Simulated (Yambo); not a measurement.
K2LiScF6: lowest vertical excitons

```
CELL_PARAMETERS angstrom
      0.00000     4.14480     4.14480
      4.14480     0.00000     4.14480
      4.14480     4.14480     0.00000
ATOMIC_POSITIONS crystal
  Li 0.50000 0.50000 0.50000
  F  0.24559 0.24559 0.75441
  F  0.75441 0.75441 0.24559
  F  0.75441 0.24559 0.24559
  F  0.24559 0.75441 0.75441
  F  0.24559 0.75441 0.24559
  F  0.75441 0.24559 0.75441
  K  0.25000 0.25000 0.25000
  K  0.75000 0.75000 0.75000
  Sc 0.00000 0.00000 0.00000
```

The geometry is that of Materials Project entry mp-1111110, symmetrised and not relaxed again.

BSE in Yambo on LDA (Quantum ESPRESSO, PseudoDojo norm-conserving, 84 Ry, no spin-orbit coupling) bands: 4×4×4 mesh, 18 valence and 11 conduction bands, static screening with 89 bands and a 3 Ry block, scissor 5.33 eV, Tamm-Dancoff; field along x.

```tsv
state	energy (eV)	states within 2 meV	relative strength	class	main transitions
1	8.88	1	< 0.01	dark	several band pairs
2	9.03	3	< 0.01	dark	several band pairs
3	9.07	3	< 0.01	dark	several band pairs
4	9.11	3	< 0.01	dark	several band pairs
5	9.26	1	< 0.01	dark	several band pairs
6	9.27	2	< 0.01	dark	several band pairs
7	9.28	2	< 0.01	dark	several band pairs
8	9.32	3	1.00	strong	several band pairs
9	9.37	1	< 0.01	dark	several band pairs
10	9.39	2	< 0.01	dark	several band pairs
```

These are vertical excitations (zero momentum). The direct quasiparticle gap on this mesh is 12.08 eV; counted from there, state 1 is bound by 3.20 eV. Convergence with the mesh was not shown.

Spin singlets only. Strengths are relative to the strongest of the lowest states of this run; strong means a line over 3 % of the spectrum's maximum, dark under 0.03 %. Absolute energies carry the error of the G0W0 scissor, whose convergence isn't established.

The structure is a Materials Project entry; no match was found in the copy of COD used, and its stability was not checked.
